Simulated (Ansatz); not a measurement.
The relaxed structure here is a generated cell of SiNi2: the first start was made by placing the elements on the sites of a structure type, and the end was not matched to a known phase here, so it may be hypothetical.

One starting cell of SiNi2 (a generated cell, SiNi2 placed in the AFLOW prototype A2B_oC12_63_2c_c (C49, as in ZrSi2)) was relaxed twice with Ansatz (plane waves, PAW, scalar-relativistic): with r2SCAN at 500 eV and with PBE at 420 eV. The r2SCAN result:

```cif
data_Ni8Si4
_chemical_formula_sum 'Ni8 Si4'
_space_group_name_H-M_alt 'Cmcm'
_space_group_IT_number 63
_space_group_name_Hall '-C 2c 2'
_cell_length_a 3.32557
_cell_length_b 10.67636
_cell_length_c 3.58878
_cell_angle_alpha 90.000
_cell_angle_beta 90.000
_cell_angle_gamma 90.000
loop_
_space_group_symop_operation_xyz
  'x, y, z'
  '-x, -y, -z'
  '-x, -y, z+1/2'
  'x, y, -z+1/2'
  'x, -y, -z'
  '-x, y, z'
  '-x, y, -z+1/2'
  'x, -y, z+1/2'
  'x+1/2, y+1/2, z'
  '-x+1/2, -y+1/2, -z'
  '-x+1/2, -y+1/2, z+1/2'
  'x+1/2, y+1/2, -z+1/2'
  'x+1/2, -y+1/2, -z'
  '-x+1/2, y+1/2, z'
  '-x+1/2, y+1/2, -z+1/2'
  'x+1/2, -y+1/2, z+1/2'
loop_
_atom_site_label
_atom_site_type_symbol
_atom_site_symmetry_multiplicity
_atom_site_Wyckoff_symbol
_atom_site_fract_x
_atom_site_fract_y
_atom_site_fract_z
_atom_site_occupancy
Ni1 Ni 4 c 0.00000 0.07439 0.25000 1
Ni2 Ni 4 c 0.00000 0.24553 0.75000 1
Si1 Si 4 c 0.00000 0.40084 0.25000 1
```
(The calculation used a cell of 6 atoms; values per cell refer to that cell.)

```tsv
quantity	r2SCAN	PBE
space group	Cmcm	Cmcm
volume (Å³/atom)	10.62	?
a (Å)	3.326	?
b (Å)	10.676	?
c (Å)	3.589	?
gap (eV, no spin-orbit coupling)	0.00	?
```

Problem. What does PBE give for the same quantities?

Solution. 
- volume (Å³/atom), PBE: 11.01
- a (Å), PBE: 3.357
- b (Å), PBE: 10.830
- c (Å), PBE: 3.634
- gap (eV, no spin-orbit coupling), PBE: 0.00

Both levels end in the same structure; PBE's volume is 3.7 % larger. Neither column is exact.

No spin polarisation in the result. A magnetic state may lie lower.

The run could not lose the symmetry of its start, so the end can be a saddle point.

Ansatz is a first-principles code.
